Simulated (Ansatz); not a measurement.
TiO2:
```cif
data_O6Ti3
_chemical_formula_sum 'Ti3 O6'
_space_group_name_H-M_alt 'P3121'
_space_group_IT_number 152
_space_group_name_Hall 'P 31 2"'
_cell_length_a 5.55318
_cell_length_b 5.55318
_cell_length_c 6.04977
_cell_angle_alpha 90.000
_cell_angle_beta 90.000
_cell_angle_gamma 120.000
loop_
_atom_site_label
_atom_site_type_symbol
_atom_site_symmetry_multiplicity
_atom_site_Wyckoff_symbol
_atom_site_fract_x
_atom_site_fract_y
_atom_site_fract_z
_atom_site_occupancy
Ti1 Ti 3 a 0.53485 0.53485 0.00000 1
O1 O 6 c 0.41852 0.27344 0.21506 1
```

Relaxed at zero pressure with r²SCAN in the plane-wave PAW code Ansatz.

Q: The volume is lowered by 3 % and shape and atoms relax at that volume. What pressure results, and how do the axes share the change?

A: 0.3 GPa; a -1.0 %, b -1.0 %, c -1.1 %; the energy rises by 0 meV/atom.

Q: Give the new structure.

A: 
Space group P3₁21 (No. 152); a = 5.4993 Å, b = 5.4993 Å, c = 5.9839 Å, α = 90.00°, β = 90.00°, γ = 120.00°

```json
[
 {"atom": "Ti", "site": "3a", "symmetry": ".2.", "x": "0.5400", "y": "0.5400", "z": "0.0000"},
 {"atom": "O", "site": "6c", "symmetry": "1", "x": "0.4160", "y": "0.2816", "z": "0.2219"}
]
```

The phase is kept; no other phase was compared at this pressure.

Space group P3_121. The first step of the workflow began from a Materials Project structure, measured or hypothetical; the Crystallography Open Database files this formula in space group No. 152, but the cells were not matched. It is not the phase usual at ambient conditions (space group No. 61, 136, 141). The r²SCAN relaxation kept the symmetry of its start. At this level the phase is dynamically unstable (imaginary phonons). No spin polarisation was allowed.

Potentials: the earlier of the program's two PAW sets.
